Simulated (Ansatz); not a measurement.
Starting cell, Sn (beta-Sn type, space group I4_1/amd):

```
CELL_PARAMETERS angstrom
     -2.91651     2.91651     1.57919
      2.91651    -2.91651     1.57919
      2.91651     2.91651    -1.57919
ATOMIC_POSITIONS crystal
  Sn 0.75000 0.25000 0.50000
  Sn 0.00000 0.00000 0.00000
```

Scan: atom 1 (Sn, nearest neighbour Sn at 3.022 Å; its periodic images, 3.2 Å or more away, move with it) is displaced along Cartesian z, direction (0.000, 0.000, 1.000) in Cartesian axes, by s. The other atoms stay.

The numbers are results of PBEsol (plane waves to 420 eV, PAW, scalar-relativistic; Ansatz, a first-principles code), not measurements. k mesh 13×13×13 (Γ-centred), Fermi-Dirac smearing 0.05 eV. The energy includes the smearing's −TS. With partly filled bands, energies and forces of such displacements shift with the k mesh and the smearing. F∥ is the force on the atom along that direction. Sn was relaxed with its symmetry unable to fall. The zero of ΔE is the undisplaced structure.

| s (Å) | ΔE (eV/cell) | F∥ (eV/Å) |
|---|---|---|
| -0.600 | 0.0464 | ___ |
| -0.480 | ___ | ___ |
| -0.360 | 0.0233 | 0.111 |
| -0.240 | 0.0111 | 0.088 |
| -0.120 | ___ | 0.047 |
| 0.000 | 0.0000 | 0.000 |
| 0.120 | ___ | -0.047 |
| 0.240 | 0.0111 | -0.088 |
| 0.360 | 0.0233 | -0.111 |
| 0.480 | ___ | ___ |
| 0.600 | 0.0464 | ___ |

Task: Some entries are withheld; supply them.

Result: 
- -0.600, F∥ (eV/Å): 0.068
- -0.480, ΔE (eV/cell): 0.0363
- -0.480, F∥ (eV/Å): 0.099
- -0.120, ΔE (eV/cell): 0.0028
- 0.120, ΔE (eV/cell): 0.0028
- 0.480, ΔE (eV/cell): 0.0363
- 0.480, F∥ (eV/Å): -0.099
- 0.600, F∥ (eV/Å): -0.068

(For displaced atoms, the force is minus the slope of the energy, and its curvature is a force constant, which sets phonon frequencies.)
